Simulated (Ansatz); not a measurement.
Relaxed-ion elastic tensor of Ti (hcp (Mg type), P6_3/mmc) in GPa (Voigt order), the program Ansatz at the r²SCAN level (PAW); density 4.59 g/cm³, 17.31 Å³ per atom.

```tsv
	1	2	3	4	5	6
1	178	98.2	76.0	0.0	0.0	0.0
2	98.2	178	76.0	0.0	0.0	0.0
3	76.0	76.0	196	0.0	0.0	0.0
4	0.0	0.0	0.0	47.7	0.0	0.0
5	0.0	0.0	0.0	0.0	47.7	0.0
6	0.0	0.0	0.0	0.0	0.0	39.8
```

Question: Is the crystal mechanically stable?

Answer: Yes: the smallest eigenvalue of C is 39.8 GPa.

Question: Work out the Voigt, Reuss and Hill averages.

Answer: K_V = 117, K_R = 117, K_H = 117; G_V = 47.1, G_R = 46.0, G_H = 46.6 GPa.

Question: Give Young's modulus, Poisson's ratio, Pugh's ratio and the universal anisotropy index.

Answer: E = 9KG/(3K + G) = 123 GPa; ν = 0.32; K/G = 2.51 (ductile by the Pugh limit of 1.75); A_U = 5G_V/G_R + K_V/K_R − 6 = 0.12.

Question: Estimate the sound speeds and the Debye temperature.

Answer: v_l = √((K + 4G/3)/ρ) = 6240 m/s, v_t = √(G/ρ) = 3190 m/s, mean 3570 m/s; Θ = (h/k)(3n/4πV)^(1/3) v_m = 411 K.

Question: Solve the Christoffel equation for the three sound speeds along x, y, z.

Answer: Eigenvalues of C_ijkl n_j n_l equal ρv². In km/s, slowest first: x 2.94, 3.22, 6.22; y 2.94, 3.22, 6.22; z 3.22, 3.22, 6.54.

Question: How much does each axis shrink under pressure?

Answer: Linear compressibilities β_i = Σ_j S_ij (j = 1 to 3): x 2.8, y 2.8, z 2.9 per TPa.

The cell was relaxed with r²SCAN under the symmetry of its start; of distortions, only those at the zone centre were tested. No spin polarisation was allowed. As this level gives no gap, shear constants depend on the k-mesh and smearing (Fermi–Dirac, 0.1 eV here).

Potentials: the earlier of the program's two PAW sets.
